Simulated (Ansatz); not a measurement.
Ansatz (a quantum-chemistry and plane-wave program) input:

Ansatz 0.2 input:
```yaml
crystal:
  lattice:
    - [1.7429655353, -6.6279358422, 0.0]
    - [1.7429655353, 6.6279358422, 0.0]
    - [0.0, 0.0, 3.5319957591]
  atoms:
    - { symbol: Ti, position: [0.897522982, 0.102477018, 0.75] }
    - { symbol: Ti, position: [0.102477018, 0.897522982, 0.25] }
    - { symbol: Si, position: [0.5598555694, 0.4401444306, 0.75] }
    - { symbol: Si, position: [0.4401444306, 0.5598555694, 0.25] }
    - { symbol: Si, position: [0.2495905463, 0.7504094537, 0.75] }
    - { symbol: Si, position: [0.7504094537, 0.2495905463, 0.25] }
kpoints:
  mp_grid: { grid: [12, 12, 12] }
hamiltonian:
  xc: lda
  pseudopotentials: { azcp: { folder: ./paw }, kind: paw }
scf:
  occupations: { method: fermi_dirac, width: 0.1 }
phonons:
  method: dfpt
  response_accuracy: low
  eigenvectors: true
  rigid_motions: translations
```

Output (shortened):

```
Pseudopotential: Ti, paw, valence charge 12
Pseudopotential: Si, paw, valence charge 4
Functional definition: SPW92
Crystal: 6 atoms, lattice volume = 81.605 Å³
Basis set: ecut = 420 eV, 1585 PW (Γ), exchange–correlation on 96×96×48 points (8 copies of the dense FFT grid, shifted against one another)
Bands: 26, of which v1, the nominal top of the filled ones, is band 20 counted from 1 (19 counted from 0)
Symmetry: 8 space group operations
k-points: 301 of 1728 (irreducible under 4 space group operations, time reversal used)
SCF iter   1: F=—  HF=-7339.989158 eV  |F-HF|=—  |Δ(HF+E_count)|=         —  Δρ=3.72e-2  dr2=2.86e0  ethr=3.10e-3  ⟨swp⟩=6.2  Hψ=37085  notcnv=0
preconditioner: auto → Kerker (q_TF=auto, 2.423 Å⁻¹)
SCF iter   2: F=—  HF=-7339.582075 eV  |F-HF|=—  |Δ(HF+E_count)|=   4.07e-1  Δρ=2.28e-2  dr2=1.07e0  ethr=3.10e-3  ⟨swp⟩=1.9  Hψ=10975  notcnv=0
SCF iter   3: F=—  HF=-7339.323769 eV  |F-HF|=—  |Δ(HF+E_count)|=   2.58e-1  Δρ=3.10e-3  dr2=1.86e-2  ethr=2.69e-3  ⟨swp⟩=2.3  Hψ=12370  notcnv=0
SCF iter   4: F=—  HF=-7339.320101 eV  |F-HF|=—  |Δ(HF+E_count)|=   3.67e-3  Δρ=1.17e-3  dr2=1.51e-3  ethr=4.66e-5  ⟨swp⟩=2.0  Hψ=12511  notcnv=0
SCF iter   5: F=—  HF=-7339.319789 eV  |F-HF|=—  |Δ(HF+E_count)|=   3.11e-4  Δρ=2.45e-4  dr2=8.65e-5  ethr=3.79e-6  ⟨swp⟩=2.0  Hψ=9951  notcnv=0
SCF iter   6: F=—  HF=-7339.319770 eV  |F-HF|=—  |Δ(HF+E_count)|=   1.93e-5  Δρ=4.58e-5  dr2=1.38e-6  ethr=2.16e-7  ⟨swp⟩=2.2  Hψ=10833  notcnv=0
SCF iter   7: F=—  HF=-7339.319768 eV  |F-HF|=—  |Δ(HF+E_count)|=   1.78e-6  Δρ=1.05e-5  dr2=5.45e-8  ethr=3.46e-9  ⟨swp⟩=2.0  Hψ=13471  notcnv=0
SCF iter   8: F=—  HF=-7339.319768 eV  |F-HF|=—  |Δ(HF+E_count)|=   2.12e-8  Δρ=1.53e-6  dr2=2.53e-9  ethr=1.36e-10  ⟨swp⟩=2.0  Hψ=13272  notcnv=0
SCF iter  10: F=-7339.319768 eV  HF=-7339.319768 eV  |F-HF|=2.73e-12  |Δ(HF+E_count)|=  4.37e-11  Δρ=5.19e-8  dr2=2.90e-12  ethr=1.00e-12  ⟨swp⟩=4.2  Hψ=34415  notcnv=0
the search or the solves at the SCF's close seem to have found levels that the self-consistency loop had missed (the run counts 3) …
SCF 1 converged in 10 iterations: F = -7339.319768 eV  dr2 = 2.90e-12
DFPT response loops at Γ: preconditioner auto → Kerker (q_TF=auto, 2.423 Å⁻¹) (partly filled bands, converged f_vac=0.000) …
SCF converged after 10 iterations
Free energy (F): -7339.319768 eV
Harris-Foulkes:  -7339.319768 eV  (|F-HF|=2.73e-12)
Internal energy: -7339.266778 eV  (E = F + TS)
E sigma→0 (E₀):  -7339.293273 eV
Entropy (-TS):   -0.052990 eV (-8.832 meV/atom)
Fermi energy:    13.287156 eV
--- Per-component energies (eV) ---
  E_band       = -204.705132
  E_kinetic    = 742.249147
  E_local      = -2147.643012  (includes V_loc(G=0)·N_el)
  E_nonlocal   = 226.426385
  E_hartree    = 913.982817
  E_xc         = -463.807315
  E_vxc        = -494.728883  (∫ρ·V_xc dr)
  E_paw        = -3928.638542  (= ΣΔE_a)
  E_vpaw       = -358.974418  (= ΣTr[D̂ρ^β])
  E_aug_tail   = -0.000032  (compensation charges beyond the density's cutoff)
  E_ewald      = -2682.825451
  E_core_change = 0.989225  (= ΣΔE_core)
  E_smearing   = -0.052990  (= −TS)
  E_closure    =  0.000000  (closes the sum)
  Σ components = -7339.319768   (vs F -7339.319768, Δ=0.00e0)
  [band-id]    e_kinetic+e_local+e_nonlocal+2·e_hartree+e_vxc+e_vpaw+e_augmentation_tail = -204.705178   (vs E_band -204.705132, Δ=-4.64e-5)
--- Band table (eV; the first three rows and the last of 301) ---
  k-point 0: bands = ["-42.8049", "-42.7917", "-19.4970", "-19.4480", "-19.4474", "-19.4303", "-19.4129", "-19.3837", "-0.0099", "2.4122", "4.5639", "9.7667", "10.0705", "10.3134", "10.6776", "10.7486", "11.0578", "11.2539", "11.2796", "13.7408", "14.1266", …
  k-point 1: bands = ["-42.8043", "-42.7916", "-19.4958", "-19.4540", "-19.4467", "-19.4301", "-19.4173", "-19.3836", "0.0743", "2.4822", "4.6410", "8.8644", "9.8327", "10.3578", "10.6517", "11.0658", "11.0896", "11.2402", "11.5281", "13.5645", "13.8853", …
  k-point 2: bands = ["-42.8028", "-42.7914", "-19.4935", "-19.4694", "-19.4445", "-19.4297", "-19.4282", "-19.3844", "0.3253", "2.6917", "4.8550", "7.6665", "8.8685", "10.4813", "10.4934", "11.1880", "11.1936", "11.3454", "12.1081", "13.2061", "13.6243", …
  k-point 300: bands = ["-42.7937", "-42.7937", "-19.5257", "-19.5257", "-19.4318", "-19.4318", "-19.4125", "-19.4125", "3.2487", "3.2487", "3.9899", "3.9899", "9.6845", "9.6845", "9.8737", "9.8737", "11.1684", "11.1684", "12.3906", "12.3906", "13.8722", …
--- Phonons (Γ-DFPT): 9 representative perturbations + reference, on 301 of 1728 k-points (Σ response iterations 27) ---
  ASR residual: 4.072e-4 → 0.000e0 eV/Å²; symmetrization residual: 4.100e-5 eV/Å²
  ASR residual per site (eV/Å²): 4.07e-4 4.07e-4 6.61e-5 6.61e-5 4.19e-5 4.19e-5
  Γ frequencies (cm⁻¹): 0.00 0.00 0.00 200.28 205.18 206.12 235.50 238.09 276.07 319.20 353.48 354.15 357.92 365.20 369.23 383.67 401.88 472.51
  non-analytic LO–TO correction: not included (Born effective charges unavailable; polar crystals: no LO–TO splitting at Γ)
```

Cost: roughly 8 core-minutes on shared cores.

Space group Cmcm. Symmetry was held in the LDA relaxation. The run is not spin-polarised. As this level gives no gap, phonon frequencies hold no LO–TO term and depend on the k-mesh and smearing (Fermi–Dirac, 0.1 eV here).

Potentials: the earlier of the program's two PAW sets. The files were generated under PBE; for other functionals the program regenerates the frozen cores, and for LDA and PBEsol the local potential too.

Ansatz is a plane-wave DFT program.
